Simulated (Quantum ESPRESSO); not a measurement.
```xyz
4
Lattice="4.4822 0.0000 0.0000 -2.2411 3.8817 0.0000 0.0000 0.0000 7.3340" Properties=species:S:1:pos:R:3 pbc="T T T"
Ag     0.0000     2.5878     0.0199
Ag     2.2411     1.2939     3.6869
I      0.0000     2.5878     2.7663
I      2.2411     1.2939     6.4333
```

Cell and atoms were relaxed with LDA from Materials Project entry mp-22894, within its symmetry.

**Question.** What does LDA (pw.x of Quantum ESPRESSO, ONCV potentials, scalar-relativistic) give for the electronic structure near the Fermi level?

**Answer.** The LDA gap is direct, 1.09 eV at Γ. Spin-orbit coupling is left out, which matters for elements this heavy: edges can move by tenths of an eV.
